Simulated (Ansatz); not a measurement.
FeCo$_{3}$:
```
FeCo3
1.0
    3.53711     0.00000     0.00000
    0.00000     3.53711     0.00000
    0.00000     0.00000     3.53711
Fe Co
1 3
Direct
  0.00000   0.00000   0.00000
  0.50000   0.50000   0.00000
  0.00000   0.50000   0.50000
  0.50000   0.00000   0.50000
```
The run is spin-polarised; directions of the spins, atom by atom: ↑ ↑ ↑ ↑.

Relaxed with r²SCAN. Special points in fractions of this cell's reciprocal vectors: Γ (0.000, 0.000, 0.000); X (0.000, 0.500, 0.000); M (0.500, 0.500, 0.000); R (0.500, 0.500, 0.500).

Problem. List the band energies nearest the Fermi level at these points for r²SCAN (plane waves, PAW; program Ansatz).

Solution. In eV from the Fermi level; about four levels below and three above (degenerate sets whole), none deeper than 8.9 eV; … stands for higher levels left out; points with the same levels are listed once.

```csv
k,below,above
Γ ↑,-1.22 -1.22 -1.22 -1.04 -1.04 -1.04,2.31 2.31 2.31
X ↑,-2.28 -2.17 -1.22 -1.04,7.79 7.79 7.86 7.86
M ↑,-2.27 -2.27 -2.24 -2.00,0.42 0.42 0.48
R ↑,-0.64 -0.52 -0.52 -0.52,…
Γ ↓,-3.58 -3.58 -3.58 -1.07 -1.07 -1.07,1.16 1.16 1.33 1.33 1.33
X ↓,-2.13 -2.13 -0.27 -0.27 -0.04,0.07 0.56 0.56
M ↓,-1.48 -1.48 -1.32 -1.21 -0.10,0.13 0.33 0.33
R ↓,-0.81 -0.81 -0.58 -0.58 -0.58,1.61 1.61 1.61
```

Space group Pm-3m (Cu3Au type). The workflow started from a Materials Project entry (that database holds measured and hypothetical structures alike); the Crystallography Open Database copy checked does not list it. Its standing as an ambient phase is unchecked. The r²SCAN relaxation kept the symmetry of its start; its stability against distortions is not shown here. Spin order of the final state: ferromagnetic, chosen from 5 collinear starts compared on coarse meshes (ties went to the first, and starts can fall back to one state), not a proven ground state. Other orbital occupations within this spin state were not tried.

Potentials: the later of the program's two PAW sets.
